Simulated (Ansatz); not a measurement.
NaCl (rock salt, Fm-3m), plane-wave PAW PBEsol (Ansatz code), all energies at zero smearing, with the estimated change up to a 700 eV cutoff added, with one set of potentials and settings (totals compare only within such a set). Cell of 2 atoms (1 Na, 1 Cl): -2540.287 eV.

| element | reference phase | E (eV/atom) |
|---|---|---|
| Na | P6_3/mmc, 2 atoms in the cell | -1475.8697 |
| Cl | Cmce, 4 atoms in the cell | -1060.8120 |

Formation energy per atom, worked out: (-2540.287 − 1×(-1475.8697) − 1×(-1060.8120))/2 = -1.803 eV/atom (-174 kJ per mol of atoms), at 0 K, without zero-point energy or fitted corrections.

Symmetry was held in the PBEsol relaxation; phonons on a q-mesh show no instability. The references are the lowest solids computed at this level, not always the standard phases (solids in place of the gases).

Potentials: the later of the program's two PAW sets.
